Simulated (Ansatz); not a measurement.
Be (fcc (Cu type), Fm-3m) at seven volumes, the program Ansatz at the r²SCAN level (PAW), scaled uniformly. One row is withheld.

```tsv
V (Å³/atom)	P (GPa)
7.164	13.49
7.400	?
7.636	3.94
7.872	0.00
8.108	-3.41
8.344	-6.40
8.581	-9.03
```

Fit the shown pressures and predict the withheld one.

P = (3/2)B₀(x^(7/2) − x^(5/2))[1 + (3/4)(B′ − 4)(x − 1)] with x = (V₀/V)^(2/3). Least squares on the six rows gives V₀ = 7.873 Å³/atom, B₀ = 122 GPa, B′ = 3.43. At V = 7.400, x = 1.0422 and P = 8.40 GPa. The run itself gave 8.44 GPa.

The start of the workflow was typed in or built on a structure type; neither database checked (COD, Materials Project) lists it. It is not the phase usual at ambient conditions (space group No. 194). The r²SCAN relaxation kept the symmetry of its start; whether a distortion lowers the energy is not shown.

Potentials: the earlier of the program's two PAW sets.
